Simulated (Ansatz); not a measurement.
**Notes on Rb2CO4**

```xyz
14
Lattice="0.0000 6.2108 0.0000 6.3673 -3.1054 0.0000 3.3705 0.0000 -7.0221" Properties=species:S:1:pos:R:3 pbc="T T T"
C     4.8212    0.0000   -5.4281
C     4.9165    3.1054   -1.5940
Rb    2.7627    3.1054   -5.3579
Rb    6.9750    0.0000   -1.6642
O     6.3786    0.0000   -4.3748
O     3.3591    3.1054   -2.6473
O     3.2571    0.0000   -4.5573
O     6.4806    3.1054   -2.4648
Rb    6.8954    3.1054   -5.1332
Rb    2.8423    0.0000   -1.8889
O     4.9166    1.4844   -6.5025
O     4.8211   -1.6210   -0.5196
O     4.8211    1.6210   -0.5196
O     4.9166    4.7264   -6.5025
```

Method: r2SCAN, no spin polarisation; PAW, plane waves to 500 eV, 5×5×4 Γ-centred mesh, fermi-dirac occupations (width 0.0868 eV) (Ansatz 0.2.0), atoms fixed.

(1) Which atom feels the largest force, and which way?

(2) Describe some of the short contacts.

(3) What happens at the Fermi level?

(4) Is the cell too large or too small?

Origin: a known structure type with other elements, at an estimated volume, so it need not be a known compound. Caveats: many states at the Fermi level without spin polarisation, so a magnetic state may lie lower; the Fermi level lies in a narrow band between gaps, which spin or distortion may split; atoms or cell far from equilibrium.

## Answers

(1) The largest is on O7 (and as large on other atoms): 6.03 eV/Å, components (5.28, 0.00, -2.91). It makes 0° with the line to a nearest neighbour, C1 at 1.79 Å, pointing towards it.

(2) C–O at 1.79 Å: least valence density 0.89 e/Å³ and ELF 0.77 there. Rb–O at 2.70 Å: least valence density 0.15 e/Å³ and ELF 0.05 there. These are pseudo-fields; inside the PAW spheres they differ from the all-electron ones.

(3) It is a metal on this mesh, though the bands barely overlap, with about 27 states/eV a cell as the mean within 0.25 eV of the Fermi level, mostly O p (99 %).

(4) The pressure is -15.4 GPa (compression positive), so with the atoms held at these fractions the cell would first shrink; the forces are large, so a full relaxation may end otherwise. The principal stresses -17.7, -15.8, -12.9 GPa differ, so its shape would change too.
